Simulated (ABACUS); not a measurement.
ABACUS run on Si2Mo (P6_222, 9 atoms in the cell; from Materials Project mp-8938): self-consistent single point.

Method: LDA (PW92), PseudoDojo 0.4 standard norm-conserving LDA (tails mended) pseudopotentials (plane waves; ABACUS 3.10.1).

```yaml
crystal:
  lattice:
    - [4.58547, 0.00000, 0.00000]
    - [-2.29273, 3.97113, 0.00000]
    - [0.00000, 0.00000, 6.57976]
  atoms:
    - { symbol: Si, position: [0.16387, 0.83613, 0.83333] }
    - { symbol: Si, position: [0.32774, 0.16387, 0.16667] }
    - { symbol: Si, position: [0.16387, 0.32774, 0.50000] }
    - { symbol: Si, position: [0.83613, 0.16387, 0.83333] }
    - { symbol: Si, position: [0.67226, 0.83613, 0.16667] }
    - { symbol: Si, position: [0.83613, 0.67226, 0.50000] }
    - { symbol: Mo, position: [0.50000, 0.00000, 0.50000] }
    - { symbol: Mo, position: [0.50000, 0.50000, 0.83333] }
    - { symbol: Mo, position: [0.00000, 0.50000, 0.16667] }
```

Reference input (self-consistent single point, DFT, LDA (PW92), plane waves, PseudoDojo 0.4 standard norm-conserving LDA (tails mended) pseudopotentials): KPT = Gamma 4 4 3 0 0 0; basis_type = pw; dft_functional = PWLDA; ecutwfc = 80 Ry; smearing_method = mv; smearing_sigma = 0.00734986 Ry; potentials = PseudoDojo 0.4 standard norm-conserving LDA (tails mended); symmetry = 1; ks_solver = dav_subspace; scf_nmax = 100; scf_thr = 1.0e-09 Ry; mixing_type = broyden. This run's input differs from it in these lines:

```diff
@@ -12,3 +12,3 @@
 scf_nmax             100
-scf_thr              1.0e-09
+scf_thr              7.3e-03
 mixing_type          broyden
```

The program printed (abridged):

```
 SELF-CONSISTENT
 -------------------------------------------
                                 init_chg = atomic

 PW ALGORITHM --------------- ION=   1  ELEC=   1--------------------------------

 Density error is 0.713690038611
                          Error Threshold = 0.01
 E_KohnSham     -473.4145118673      -6441.1348772841
 E_Fermi        1.2571914660         17.1049674149

 PW ALGORITHM --------------- ION=   1  ELEC=   2--------------------------------

 Density error is 1.4688704284
                          Error Threshold = 0.00108134854335
 E_KohnSham     -473.4707770717      -6441.9004046634
   [... lines left out ...]

 Density error is 0.015566387298
                          Error Threshold = 0.00108134854335
 E_KohnSham     -473.7363629185      -6445.5138854877
 E_Fermi        1.2148917708         16.5294505362

 PW ALGORITHM --------------- ION=   1  ELEC=   4--------------------------------

 Density error is 0.000115207302913
                          Error Threshold = 2.35854353e-05
 E_KohnSham     -473.7392000576      -6445.5524867452
 E_KS(sigma->0) -473.7392649388      -6445.5533694992
 E_entropy(-TS) 0.0001297624         0.0017655080
 E_Fermi        1.2077244365         16.4319339498
 charge density convergence is achieved
 final etot is -6445.5524867 eV
 EFERMI = 16.43193395 eV

 STATE ENERGY(eV) AND OCCUPATIONS    NSPIN == 1
   [... 40 lines left out ...]

 TOTAL-FORCE (eV/Angstrom)
                       Si1         0.0346694094        -0.0200163953         0.0000000000
                       Si2         0.0346694094         0.0200163953         0.0000000000
                       Si3         0.0000000000         0.0400327907         0.0000000000
                       Si4        -0.0346694094         0.0200163953         0.0000000000
                       Si5        -0.0346694094        -0.0200163953         0.0000000000
                       Si6         0.0000000000        -0.0400327907         0.0000000000
                       Mo1         0.0000000000         0.0000000000         0.0000000000
   [... lines left out ...]

 TOTAL-STRESS (KBAR)
       -62.5014797092         0.0000000000         0.0000000000
         0.0000000000       -62.5014642201         0.0000000000
         0.0000000000         0.0000000000       -63.0057327521
 TOTAL-PRESSURE: -62.669559 KBAR

 --------------------------------------------
 !FINAL_ETOT_IS -6445.5524867451795217 eV
 --------------------------------------------
```

The run converged in 4 iterations. Against the reference run the free energy stays essentially unchanged (within 1 meV/atom), the pressure goes from -5.07 to -6.27 GPa and the largest force goes from 0.052 to 0.040 eV/Å.

This run is one point of a test of settings, so its values need not be converged; read them against the reference run alone. The structure comes from a collection of computed structures, made at another level of theory; the collection holds predicted forms beside known ones. No clean gap shows at this smearing width and mesh (spacing up to 0.40 Å⁻¹); the mesh is coarse for partly filled bands, so the values carry mesh errors.

Cost on one core: very roughly 40 core-seconds.

“Tails mended”: in these copies of the files the far tail of each local potential was reset to the Coulomb form.
